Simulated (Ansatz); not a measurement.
Ge: energy along a strain

Ge, Cmmm, a = 2.794 Å, b = 5.201 Å, c = 2.698 Å (as given, not relaxed at this level: -4.1 GPa). This isn't the element's structure at ambient conditions. Ansatz: PBEsol, PAW, 420 eV, Γ-centred 20×20×18 mesh on 1 atom, Gaussian smearing 0.15 eV; no spin polarisation. Cell vectors (Å): 1.397 -2.601 0.000; 1.397 2.601 0.000; 0.000 0.000 2.698. The cell is strained by x per cent times the pattern (1 0 0 0 0 0) in the order xx yy zz yz xz xy (engineering shears), with fractional coordinates held. y is the free energy over the start, V0 = 19.607 Å³/atom.

| x (%) | y (meV/atom) |
| --- | --- |
| -6.00 | ? |
| -4.50 | 1.62 |
| -3.00 | -3.74 |
| -1.50 | -4.08 |
| 0.00 | 0.00 |
| 1.50 | 7.69 |
| 3.00 | 17.96 |
| 4.50 | 30.28 |
| 5.25 | 37.12 |
| 6.00 | 44.40 |

**Question.** Fit y = c1 x + c2 x² + c3 x³ to the other rows, get the stiffness along the pattern, and predict the missing energy.

**Answer.** Least squares on the rows shown. y = 3.9290 x + 0.79004 x² − 0.035839 x³. The clamped-ion stiffness p·C·p = 2 × 7.900 eV × 160.2 / 19.607 Å³ = 129 GPa, which is C11 in these axes (second derivative at the start, which stands under stress). At x = -6.00 the fit asked for gives 12.61 meV/atom. The run gave 12.67 meV/atom, so the fit is 0.06 meV/atom too low, within the rms miss on the fitted rows (0.10 meV/atom).